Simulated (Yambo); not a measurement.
Yambo run on Sr2MgWO6 (space group I4/m, No. 87). The wavefunctions come from this Quantum ESPRESSO step (PBEsol, PseudoDojo standard norm-conserving files, scalar-relativistic):

```
&CONTROL
  calculation = 'nscf'
  pseudo_dir = './pseudo'
  outdir = './out'
/
&SYSTEM
  ibrav = 0
  nat = 10
  ntyp = 4
  ecutwfc = 84.0
  ecutrho = 336.0
  occupations = 'fixed'
  force_symmorphic = .true.
  nbnd = 153
/
&ELECTRONS
  conv_thr = 1e-08
  diago_full_acc = .true.
  diago_thr_init = 1e-08
/
ATOMIC_SPECIES
O 15.9990 O.upf
Mg 24.3050 Mg.upf
Sr 87.6200 Sr.upf
W 183.8400 W.upf
CELL_PARAMETERS angstrom
 -2.788455000000   2.788455000000   3.989495000000
  2.788455000000  -2.788455000000   3.989495000000
  2.788455000000   2.788455000000  -3.989495000000
ATOMIC_POSITIONS crystal
O   0.741530000000   0.741530000000  -0.000000000000
O   0.258470000000   0.258470000000  -0.000000000000
O   0.705940000000   0.776570000000   0.482510000000
O   0.294060000000   0.223430000000   0.517490000000
O   0.776570000000   0.294060000000   0.070630000000
O   0.223430000000   0.705940000000   0.929370000000
Mg   0.000000000000   0.000000000000   0.000000000000
Sr   0.750000000000   0.250000000000   0.500000000000
Sr   0.250000000000   0.750000000000   0.500000000000
W   0.500000000000   0.500000000000   0.000000000000
K_POINTS automatic
4 4 4 0 0 0
```

Yambo input:

```
rim_cut
gw0
dyson
el_el_corr
HF_and_locXC
ppa
em1d
RandQpts= 1000000
RandGvec= 1 Ry
EXXRLvcs= 84 Ry
VXCRLvcs= 336 Ry
Chimod= "HARTREE"
% BndsRnXp
 3 | 152 |
%
NGsBlkXp= 6 Ry
% LongDrXp
 1.0 | 1.0 | 1.0 |
%
PPAPntXp= 27.2114 eV
% GbndRnge
 1 | 152 |
%
GTermKind= "BG"
DysSolver= "n"
ExtendOut
% QPkrange
 1 | 1 | 40 | 41 |
 2 | 2 | 40 | 41 |
 3 | 3 | 40 | 41 |
 6 | 6 | 40 | 41 |
 8 | 8 | 40 | 41 |
%
```

k points by index: 1 = Γ, 2 = (0, 0, 0.25), 3 = X, 6 = N, 8 = P.

The o-*.qp file then holds:

```
#    K-point    Band    Eo [eV]    E [eV]    E-Eo [eV]    Vxc [eV]    Vnlxc [eV]    Sc|Eo [eV]    Sc|E [eV]    dSc/dw|Eo [eV]    Re(Z)    Im(Z)
#
    1    40    -0.006862    -0.553088    -0.546226    -19.68068    -24.82592    4.451708    4.599011    -7.336673    0.787637    -0.001221
    1    41    3.157014    4.565350    1.408336    -16.97102    -11.77052    -3.483794    -3.792173    -5.957994    0.820375    -0.001148
    2    40    0.000000    -0.546899    -0.546899    -19.70062    -24.87022    4.475085    4.622698    -7.343061    0.787491    -0.001221
    2    41    3.079239    4.494683    1.415445    -16.69114    -11.32146    -3.648539    -3.954233    -5.876430    0.822397    -0.001135
    3    40    -0.017034    -0.568322    -0.551288    -19.64432    -24.81457    4.470318    4.618961    -7.335442    0.787665    -0.001220
    3    41    3.018991    4.439398    1.420407    -16.51956    -11.00883    -3.786435    -4.090321    -5.821260    0.823771    -0.001128
    6    40    -0.369786    -0.970212    -0.600426    -19.25336    -24.56415    4.547043    4.710366    -7.400292    0.786189    -0.001293
    6    41    3.447136    4.897264    1.450128    -17.30364    -11.84657    -3.683760    -4.006946    -6.064076    0.817760    -0.001207
    8    40    -0.437855    -1.058556    -0.620701    -19.14237    -24.40960    4.479504    4.646520    -7.320546    0.788004    -0.001242
    8    41    3.594448    5.074858    1.480410    -17.69339    -12.25894    -3.617523    -3.954036    -6.184963    0.814799    -0.001295
```
(The two width columns are left out.) Convergence of these settings isn't established.

Spin-orbit coupling is not included.

Geometry of the Materials Project entry, not relaxed at this level.

The structure is a Materials Project entry; no match was found in the copy of COD used, and its stability was not checked.
